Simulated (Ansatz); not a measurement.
This guess for KHfO₂ is about to be relaxed.

Space group Cmc2_1 (No. 36). a = 6.058 Å, b = 6.248 Å, c = 5.713 Å, α = 90.00°, β = 90.00°, γ = 90.00°
| atom | site | symmetry | x | y | z |
| --- | --- | --- | --- | --- | --- |
| K | 4a | m.. | 0.5000 | 0.3750 | 0.7083 |
| Hf | 4a | m.. | 0.5000 | 0.1561 | 0.2144 |
| O | 8b | 1 | 0.2566 | 0.1006 | 0.8929 |

Theory: DFT PBE, scalar-relativistic, plane waves, PAW in Ansatz. Cutoff 420 eV, Gaussian smearing, Γ-centred meshes. Cell and atoms relax first on a coarse mesh and then on a finer one. In between, the cell is made exact in the group found at 0.06 Å. In metals the finer mesh still leaves noise of several meV/atom or more. The steps can't lower the symmetry of their start. No spin polarisation.

A guess keeps its type if space group and coordination stay and the shape of the cell changes little (axis ratios within about 15 %, angles within 6°); the volume may change.

Q: Does this structure survive the relaxation?

A: It doesn't keep its type. The symmetry goes from Cmc2_1 (No. 36) to Cmcm (No. 63). The volume per atom grows by 114.7 %, from 13.5 to 29.0 Å³. The shortest distance goes from 2.35 Å (K–O) to 2.04 Å (Hf–O). Counting neighbours within 15 % of an atom's shortest distance, the start has Hf 6, K 6, O 6 and the end Hf 4, K 4, O 2. In detail, at the end around K lie 4 O at 2.73 Å and 2 Hf at 3.67 Å; Hf is surrounded by 4 O at 2.04 Å, 2 Hf at 3.08 Å and 2 K at 3.67 Å; O has 2 Hf at 2.04 Å, 1 O at 2.66 Å and 2 K at 2.73 Å.

Space group Cmcm (No. 63). a = 6.527 Å, b = 12.014 Å, c = 5.921 Å, α = 90.00°, β = 90.00°, γ = 90.00°
```csv
atom,site,symmetry,x,y,z
K,4c,m2m,0.0000,0.1032,0.2500
Hf,4c,m2m,0.5000,0.0360,0.7500
O,8e,2..,0.2962,0.0000,0.0000
```

The last run used an 8×8×6 mesh (in the run's order of axes) for its 8-atom cell and Gaussian smearing of 0.10 eV. These runs have no spin–orbit coupling, which can matter for Hf. A structure relaxed within its symmetry needn't be a true minimum.
